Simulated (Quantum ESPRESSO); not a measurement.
pw.x input (Quantum ESPRESSO 7.5; LDA, PseudoDojo standard norm-conserving files, scalar-relativistic):

```
&CONTROL
  calculation = 'scf'
  pseudo_dir = './pseudo'
  outdir = './out'
  tprnfor = .true.
  tstress = .true.
/
&SYSTEM
  ibrav = 0
  nat = 4
  ntyp = 2
  ecutwfc = 88.0
  ecutrho = 352.0
  occupations = 'smearing'
  smearing = 'fd'
  degauss = 0.002
  nbnd = 14
/
&ELECTRONS
  conv_thr = 4e-10
/
ATOMIC_SPECIES
Be 9.0122 Be.upf
O 15.9990 O.upf
CELL_PARAMETERS angstrom
  2.661473497418   0.000000000000   0.000000000000
 -1.330736748709   2.304903660263   0.000000000000
  0.000000000000   0.000000000000   4.324088077000
ATOMIC_POSITIONS crystal
Be   0.333333333000   0.666666667000   0.000003322900
Be   0.666666666333   0.333333333667   0.500003322900
O   0.333333333000   0.666666667000   0.377496677100
O   0.666666666333   0.333333333667   0.877496677100
K_POINTS automatic
12 12 6 0 0 0
```

End of the output:

```

[...]
     the Fermi energy is     8.5175 ev
!    total energy              =    -121.88720408 Ry
     estimated scf accuracy    <          3.4E-10 Ry
     smearing contrib. (-TS)   =       0.00000000 Ry
     internal energy E=F+TS    =    -121.88720408 Ry
     The total energy is F=E-TS. E is the sum of the following terms:
     one-electron contribution =     -41.09857291 Ry
     hartree contribution      =      23.34677583 Ry
     xc contribution           =     -26.25446411 Ry
     ewald contribution        =     -77.88094289 Ry
     convergence has been achieved in   8 iterations
     Forces acting on atoms (cartesian axes, Ry/au):
     atom    1 type  1   force =     0.00000000    0.00000000   -0.00011776
     atom    2 type  1   force =     0.00000000    0.00000000   -0.00011776
     atom    3 type  2   force =     0.00000000    0.00000000    0.00011776
     atom    4 type  2   force =     0.00000000    0.00000000    0.00011776
     Total force =     0.000236     Total SCF correction =     0.000002
     Computing stress (Cartesian axis) and pressure
          total   stress  (Ry/bohr**3)                   (kbar)     P=       -0.26
  -0.00000122   0.00000000   0.00000000           -0.18        0.00        0.00
   0.00000000  -0.00000122   0.00000000            0.00       -0.18        0.00
   0.00000000   0.00000000  -0.00000293            0.00        0.00       -0.43
```
In a gapped system the printed Fermi energy is only some level inside the gap.

Geometry relaxed with LDA.
